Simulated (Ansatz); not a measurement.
Total density of states per atom from plane-wave PAW r²SCAN (Ansatz code), in 0.25 eV bins, energy from the valence-band maximum:

| E (eV) | states/eV/atom |
|---|---|
| -7.85 | 0.13 |
| -7.60 | 0.17 |
| -7.35 | 0.27 |
| -7.10 | 0.39 |
| -6.85 | 0.59 |
| -6.60 | 0.59 |
| -6.35 | 0.39 |
| -6.10 | 0.21 |
| -5.85 | 0.17 |
| -5.60 | 0.25 |
| -5.35 | 0.27 |
| -5.10 | 0.28 |
| -4.85 | 0.28 |
| -4.60 | 0.29 |
| -4.35 | 0.29 |
| -4.10 | 0.29 |
| -3.85 | 0.30 |
| -3.60 | 0.35 |
| -3.35 | 0.39 |
| -3.10 | 0.46 |
| -2.85 | 0.58 |
| -2.60 | 0.59 |
| -2.35 | 0.59 |
| -2.10 | 0.59 |
| -1.85 | 0.60 |
| -1.60 | 0.60 |
| -1.35 | 0.62 |
| -1.10 | 0.51 |
| -0.85 | 0.35 |
| -0.60 | 0.26 |
| -0.35 | 0.18 |
| -0.10 | 0.07 |
| 0.15 | 0.00 |
| 0.40 | 0.00 |
| 0.65 | 0.00 |
| 0.90 | 0.00 |
| 1.15 | 0.00 |
| 1.40 | 0.00 |
| 1.65 | 0.00 |
| 1.90 | 0.00 |
| 2.15 | 0.00 |
| 2.40 | 0.00 |
| 2.65 | 0.00 |
| 2.90 | 0.00 |
| 3.15 | 0.00 |
| 3.40 | 0.00 |
| 3.65 | 0.00 |
| 3.90 | 0.00 |
| 4.15 | 0.00 |
| 4.40 | 0.00 |
| 4.65 | 0.00 |
| 4.90 | 0.00 |
| 5.15 | 0.00 |
| 5.40 | 0.00 |
| 5.65 | 0.01 |
| 5.90 | 0.04 |
| 6.15 | 0.07 |
| 6.40 | 0.10 |
| 6.65 | 0.13 |
| 6.90 | 0.16 |
| 7.15 | 0.23 |
| 7.40 | 0.29 |
| 7.65 | 0.36 |
| 7.90 | 0.47 |
| 8.15 | 0.58 |
| 8.40 | 0.58 |
| 8.65 | 0.56 |
| 8.90 | 0.56 |
| 9.15 | 0.37 |
| 9.40 | 0.26 |
| 9.65 | 0.20 |
| 9.90 | 0.23 |
| 10.15 | 0.41 |
| 10.40 | 0.50 |

Task: Which compound is it?
A. Tc3N, P-6m2 (Tc on 1b, Tc on 2i, N on 1a)
B. Al2O3, corundum
C. Zr2N, anti-rutile
D. AlN, rock salt

Result: D, AlN, rock salt. Top 1 eV of the valence band: N 2p 94 %. Bottom 1 eV of the conduction band: Al 3s 60 %, Al 3p 8 %, N 2s 7 %, outside the projected shells 24 %. Projections are on Löwdin-orthogonalised atomic valence shells; empty p or d shells of many metals are not among them.

Space group Fm-3m (rock salt). This is a known high-pressure phase of the composition, computed here at zero pressure and temperature. The cell was relaxed with r²SCAN under the symmetry of its start; whether a distortion lowers the energy is not shown. The volume moved by -16 % from the start of the relaxation.

Potentials: the later of the program's two PAW sets.
